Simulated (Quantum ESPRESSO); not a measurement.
InTi3Zr3Ga, different elements on one site, starting from this cell

A calculation, not a measurement. The program is pw.x of Quantum ESPRESSO 7.5 (plane-wave density functional theory). The cell is made up: eight metal atoms on a hexagonal close-packed lattice, with elements, volume, strain and displacements drawn at random and not relaxed, so it may be unstable or far from any real phase. PseudoDojo standard norm-conserving files set the functional (PBE unless stated); there is no spin polarisation or spin-orbit coupling, the Fermi-Dirac width of 0.25 eV means electrons at about 2900 K, and the masses in the input are unused placeholders. The tin pseudopotential is less sure than most, with forces differing by about three percent from a second method on plain tin. Heavy elements are run without spin-orbit coupling, which real alloys of them have. A spin test at this wide smearing found no moment, but such smearing suppresses magnetism that the real alloy may have.

The runs put different elements on site 1. Cell, positions, cutoff, mesh and smearing stay as in the input of run 1; sites are counted in its order. Stress in the tables is positive in tension.

Input of run 1:

```
&control calculation='scf', pseudo_dir='./dojo.nc.sr.pbe.v0_5.standard.upf', outdir='./o', disk_io='minimal', tprnfor=.true., tstress=.true. /
&system ibrav=0, nat=8, ntyp=4, nbnd=66, ecutwfc=84.00895049, nosym=.true., tot_charge=0,
 occupations='smearing', smearing='fd', degauss=0.0183746611
/
&electrons conv_thr=1.470e-08, electron_maxstep=70, mixing_beta=0.5 /
ATOMIC_SPECIES
Ga 1.0 Ga.upf
In 1.0 In.upf
Ti 1.0 Ti.upf
Zr 1.0 Zr.upf
CELL_PARAMETERS angstrom
-3.0206 0.0208 -0.0082
-0.0492 5.087 -4.8736
0.023 -5.1477 -4.939
ATOMIC_POSITIONS angstrom
In -0.0691 -0.0044 0.0259
Ti -0.0001 1.8042 -2.5597
Zr 0.076 -0.2113 -4.8953
Zr -0.0318 1.7304 -7.3333
Ga -1.422 -0.7868 -2.5786
Zr -1.3622 -2.5119 -4.906
Ti -1.6412 -0.8793 -7.3028
Ti -1.5946 2.4594 -4.7734
K_POINTS automatic
8 4 3 1 1 1
```

| run | elements on sites 1 to 8 | -TS (eV) | pressure (GPa) | stress xx (GPa) | stress yy (GPa) | stress zz (GPa) | stress yz (GPa) | stress xz (GPa) | stress xy (GPa) | iterations |
| --- | --- | --- | --- | --- | --- | --- | --- | --- | --- | --- |
| 1 | In Ti Zr Zr Ga Zr Ti Ti | -1.909 | 9.02 | -9.63 | -8.99 | -8.44 | 0.31 | 0.10 | 0.44 | 20 |
| 2 | Hf Ti Zr Zr Ga Zr Ti Ti | -2.019 | 8.57 | -9.43 | -8.74 | -7.53 | 0.71 | -0.15 | -0.03 | 22 |
| 3 | Mg Ti Zr Zr Ga Zr Ti Ti | -1.940 | 7.91 | -7.98 | -8.83 | -6.92 | 1.00 | 0.05 | 0.13 | 22 |
| 4 | Sn Ti Zr Zr Ga Zr Ti Ti | -1.901 | 9.28 | -10.42 | -8.17 | -9.26 | -0.28 | 0.15 | 0.53 | 20 |
| 5 | Sc Ti Zr Zr Ga Zr Ti Ti | -2.070 | 8.98 | -9.68 | -9.57 | -7.69 | 1.03 | -0.14 | -0.05 | 23 |

Forces Fx Fy Fz (eV/Å):

| site | run 1 | run 2 | run 3 | run 4 | run 5 |
| --- | --- | --- | --- | --- | --- |
| 1 | 0.26 -0.64 -0.43 | 0.22 -1.01 -0.71 | 0.21 -0.52 -0.58 | 0.27 -0.69 -0.23 | 0.18 -0.83 -0.70 |
| 2 | -0.21 -0.64 0.35 | -0.20 -0.57 0.39 | -0.21 -0.55 0.31 | -0.22 -0.75 0.41 | -0.20 -0.52 0.33 |
| 3 | 0.07 2.17 0.49 | -0.01 1.96 0.49 | 0.04 2.10 0.43 | 0.07 2.18 0.53 | 0.00 1.95 0.46 |
| 4 | -0.07 0.69 1.03 | 0.00 0.50 0.88 | -0.07 0.59 0.80 | -0.07 0.71 1.07 | -0.02 0.57 0.82 |
| 5 | -0.12 0.08 0.91 | -0.18 0.22 1.30 | -0.14 0.16 1.16 | -0.13 0.01 0.68 | -0.19 0.19 1.22 |
| 6 | -0.40 -1.72 -0.79 | -0.25 -1.47 -0.80 | -0.32 -1.64 -0.74 | -0.39 -1.84 -0.80 | -0.21 -1.34 -0.78 |
| 7 | 0.23 -0.40 -1.14 | 0.21 -0.17 -1.21 | 0.25 -0.41 -1.08 | 0.19 -0.31 -1.20 | 0.23 -0.30 -1.08 |
| 8 | 0.26 0.46 -0.42 | 0.22 0.54 -0.33 | 0.23 0.27 -0.30 | 0.26 0.69 -0.47 | 0.22 0.29 -0.26 |

Energies are left out, as each element's file has its own zero. A rerun of one cell of this series at a higher cutoff and on a denser mesh moved values by no more than 0.005 eV in energy, 0.02 GPa in stress and 0.007 eV/Å in force, and a second program with other atomic files agreed on that cell to 2 % rms in force and 0.5 GPa in pressure.